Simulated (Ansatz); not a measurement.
6 guesses for HfZrS3 and where they end

Computed with DFT PBE, scalar-relativistic, plane waves, PAW in Ansatz. Settings: cutoff 420 eV, Γ-centred meshes spaced at most about 0.3 Å⁻¹, and about 0.25 Å⁻¹ or finer for metals (2π included), Gaussian smearing. Collinear spin in cells that started with moments and kept them past the coarse steps, no spin elsewhere.

Each guess was relaxed in cell and atoms at zero pressure, within the symmetry of its start. Temperature and zero-point effects are left out. Coordination counts S atoms around Hf and Zr (those within 1.25 times the shortest such distance or 1.15 times the sum of covalent radii; the shortest distance is added where it is long for a bond).

| guess | made from | start group | V start (Å³/atom) | end group | V end (Å³/atom) | coordination at the end | gap on mesh (eV) | largest moment (μB) | E over the lowest end (meV/atom) |
| --- | --- | --- | --- | --- | --- | --- | --- | --- | --- |
| 1 | random cell | P4mm | 20.5 | ? | ? | ? | ? | ? | ? |
| 2 | CsHgCl3 type | R3m | 20.4 | R3m | 27.0 | Hf 3, Zr 6 | 0 | - | 0 |
| 3 | random cell | Pm-3m | 21.4 | Pm-3m (cubic perovskite) | 23.0 | Hf 6, Zr 12 from 3.4 Å | 0 | 1.4 | 418 |
| 4 | random cell | P4/mmm | 24.9 | P4/mmm | 25.6 | Hf 4, Zr 6 | 0 | - | 88 |
| 5 | NdBRh3 type | Pm-3m | 21.2 | Pm-3m (cubic perovskite) | 23.2 | Hf 12 from 3.4 Å, Zr 6 | 0 | 1.1 | 640 |
| 6 | Tb3GaC type | Pm-3m | 22.6 | Pm-3m (cubic perovskite) | 23.0 | Hf 12 from 3.4 Å, Zr 6 | 0 | - | 651 |

Guess 1 as it starts:

```cif
data_structure
_symmetry_space_group_name_H-M 'P 1'
_symmetry_Int_Tables_number 1
_cell_length_a 3.9160
_cell_length_b 3.9160
_cell_length_c 6.6693
_cell_angle_alpha 90.000
_cell_angle_beta 90.000
_cell_angle_gamma 90.000
_cell_volume 102.27
loop_
_atom_site_label
_atom_site_type_symbol
_atom_site_fract_x
_atom_site_fract_y
_atom_site_fract_z
_atom_site_occupancy
Zr1 Zr 0.00000 0.00000 0.53840 1
Hf1 Hf 0.00000 0.00000 0.11926 1
S1 S 0.50000 0.00000 0.27373 1
S2 S 0.00000 0.50000 0.27373 1
S3 S 0.50000 0.50000 0.44211 1
```

Q: Fill in the missing row: what does this guess relax into, and where does it rank?

A: It ends in space group P4mm (No. 99), with a = 4.117 Å, c = 6.084 Å, 20.6 Å³/atom and no gap, without spin. It lies 0.34 eV/atom over the lowest end, above guess 4 and below guess 3. Counting S atoms around Hf and Zr, this end has Hf 4, Zr 4 and the lowest (guess 2) has Hf 3, Zr 6.

```
CELL_PARAMETERS angstrom
4.11676 0.00000 0.00000
0.00000 4.11676 0.00000
0.00000 0.00000 6.08380
ATOMIC_POSITIONS crystal
Zr 0.00000 0.00000 0.47714
Hf 0.00000 0.00000 0.99176
S 0.50000 0.00000 0.22650
S 0.00000 0.50000 0.22650
S 0.50000 0.50000 0.72534
```

Energies over the elements count from the elements' standard structures at the same level, with no fitted energy shifts.

Q: Is the lowest end bound against the elements?

A: Yes: its formation energy is −1.02 eV/atom. Whether it is stable depends on the other phases of the system, which aren't compared here.

The k mesh leaves some 4 meV/atom of noise in the energy of each metallic cell. These runs have no spin–orbit coupling, which can matter for Hf. The reference form of S is held partly by dispersion forces, which this level lacks. The magnetic state reached may not be the lowest. Cells relaxed within their symmetry can be saddle points. A lower structure may well exist outside this small set. Some candidate types were left out of the draw beforehand, so a known form may be missing.
